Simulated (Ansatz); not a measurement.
Relaxed CdS (zinc blende):

```
CELL_PARAMETERS angstrom
      0.00000     5.92710     5.92710
      2.96355     0.00000     2.96355
      2.96355     2.96355     0.00000
ATOMIC_POSITIONS crystal
  S  0.37500 0.75000 0.75000
  S  0.87500 0.75000 0.75000
  Cd 0.00000 0.00000 0.00000
  Cd 0.50000 0.00000 0.00000
```

The atoms are displaced by Q × the pattern below (from a DFPT mode at L = (0.5, 0.0, 0.0), largest move 1; Q in Å), at fixed cell. (q is in reciprocal vectors of the primitive cell; the cell shown is doubled to hold the pattern.)

| atom | x | y | z |
|---|---|---|---|
| S1 | 0.577 | -0.577 | -0.577 |
| S2 | -0.577 | 0.577 | 0.577 |
| Cd3 | -0.048 | 0.048 | 0.048 |
| Cd4 | 0.048 | -0.048 | -0.048 |

Computed with PBE (plane waves to 420 eV, PAW, scalar-relativistic; Ansatz, a quantum-chemistry and plane-wave program). k mesh 5×10×10 (Γ-centred), Fermi-Dirac smearing 0.05 eV. The energy includes the smearing's −TS. CdS was relaxed with its symmetry unable to fall. The PAW data are Ansatz's earlier set. ΔE is measured from the undisplaced structure.

```tsv
Q (Å)	ΔE (meV/cell)
-0.1000	95.9
-0.0833	66.4
-0.0667	withheld
-0.0500	23.8
-0.0333	10.6
-0.0167	2.6
0.0000	0.0
0.0167	2.6
0.0333	10.6
0.0500	23.8
0.0667	withheld
0.0833	66.4
0.1000	95.9
```

Problem. Fit an even polynomial form (powers 2, 4) to the given rows and predict ΔE at Q = 0.0667.

Solution. Least squares on the 11 given rows: ΔE = (9513)·Q² + (7720)·Q⁴, in meV/cell with Q in Å; root-mean-square residual 0.03 meV/cell. At 0.0667 the fit gives 42.5 meV/cell; the calculation gives 42.4 meV/cell, so the interpolation is off by 0.1 (+0.2 %). The quadratic term alone would give 42.3 meV/cell.

(A displaced cell: forces are minus the slopes of the energy, force constants its curvatures, and phonons follow from these.)
